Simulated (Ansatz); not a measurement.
### Question
Bi (A7 (α-As type), R-3m) is relaxed with PBEsol (plane waves, PAW; program Ansatz). What lattice parameters of the conventional cell result?

### Answer
a = 4.525 Å, c = 11.651 Å.

### Question
Give the free coordinates with the occupied sites.

### Answer
In one choice of origin and axes:

| atom | site | symmetry | x | y | z |
|---|---|---|---|---|---|
| Bi | 6c | 3m | 0.0000 | 0.0000 | 0.2367 |

The cell was relaxed with PBEsol under the symmetry of its start. Axis ratios of metals converge slowly with the k-mesh, so a and c are less sure than the volume. Spin–orbit coupling is left out wherever it is not named.

Potentials: the earlier of the program's two PAW sets. The files were generated under PBE; for other functionals the program regenerates the frozen cores, and for LDA and PBEsol the local potential too.
